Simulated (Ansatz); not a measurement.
MoS2:
```
MoS2
1.0
    3.20123     0.00000     0.00000
   -1.60062     2.77235     0.00000
    0.00000     0.00000    33.00000
S Mo
2 1
Direct
  0.33333   0.66667   0.45275
  0.66667   0.33333   0.54725
  0.00000   0.00000   0.50000
```
The layer is periodic in x and y and isolated along z.

Relaxed with r²SCAN+D4.

Task: Tabulate the total density of states from plane-wave PAW r²SCAN+D4 (Ansatz code).

Result: States/eV per cell of 3 atoms, means over 0.25 eV bins, energy of the bin centre from the Fermi level.

```csv
E (eV),total
-7.85,0.00
-7.60,0.00
-7.35,0.00
-7.10,0.67
-6.85,0.76
-6.60,1.12
-6.35,1.66
-6.10,1.53
-5.85,4.88
-5.60,2.46
-5.35,2.04
-5.10,1.41
-4.85,3.15
-4.60,2.72
-4.35,5.07
-4.10,3.92
-3.85,1.17
-3.60,1.31
-3.35,1.58
-3.10,3.70
-2.85,2.13
-2.60,1.93
-2.35,1.84
-2.10,1.98
-1.85,0.78
-1.60,1.03
-1.35,1.20
-1.10,1.67
-0.85,1.99
-0.60,0.82
-0.35,0.75
-0.10,0.80
0.15,2.30
0.40,2.63
0.65,2.34
0.90,3.04
1.15,1.12
1.40,1.76
1.65,2.58
1.90,0.18
2.15,0.00
2.40,1.17
2.65,2.98
2.90,1.90
3.15,2.43
3.40,2.05
3.65,0.90
3.90,0.95
4.15,1.84
4.40,1.77
4.65,0.01
```

Space group P-3m1 (1T). The layer was cut from a bulk entry of the Materials Project (measured or hypothetical); whether that bulk phase is the ambient one, and whether the layer has been isolated, was not checked. The cell was relaxed with r²SCAN+D4 under the symmetry of its start; whether a distortion lowers the energy is not shown. No spin polarisation was allowed. Scalar-relativistic: spin–orbit coupling is off unless named, which matters more the heavier the elements.

Potentials: the later of the program's two PAW sets.
